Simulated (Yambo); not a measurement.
## How GW settings move the gap: BN

G0W0@PBEsol for BN (space group P6_3/mmc, No. 194) in Yambo. Reference settings: 6×6×2 Γ-centred k mesh, 94 bands and a 10 Ry block in the screening, 94 bands in G with the Bruneval-Gonze terminator, plasmon pole fitted at 27.2 eV. The PBEsol gap H → M on this mesh is 4.42 eV; G0W0 gaps are taken between the same points.

```
change from the reference     G0W0 gap H → M (eV)  shift of the valence edge (eV)        rough Yambo cost
----------------------------  -------------------  ------------------------------  ----------------------
reference settings                           6.22                           -0.96                       1
32 bands in W, 32 bands in G                 6.25                           -0.70               about 1/4
59 bands in W, 59 bands in G                 6.22                           -0.87               about 1/3
32 bands in G                                6.26                           -0.97                       –
59 bands in G                                6.23                           -0.96                       –
4 Ry block                                   6.09                           -0.72               about 1/3
8 Ry block                                   6.17                           -0.89  within a factor of two
pole fitted at 40 eV                         6.25                           -1.02                       –
no random integration                        6.16                           -0.76                       –
32 bands in G, no terminator                 6.03                           -0.27                       –
no terminator                                6.14                           -0.78                       –
```

The reference isn't shown to be the converged limit. Costs are rough (shared machines), scaled to the same edge states, and given only for runs that recompute the screening. In the run with 94 bands and a 10 Ry block, which covers more k points, the smallest G0W0 gap is 5.76 eV, H → Γ.

Geometry of the Materials Project entry, not relaxed at this level; primitive cell a = 2.5124 Å, b = 2.5124 Å, c = 7.7073 Å, α = 90.00°, β = 90.00°, γ = 120.00°.

A shift is the quasiparticle energy of the state minus its PBEsol energy.

The distance between layers or molecules is the database entry's, not relaxed here. Functionals without dispersion can leave it too large, which widens gaps and weakens the response across layers: the numbers belong to this cell.
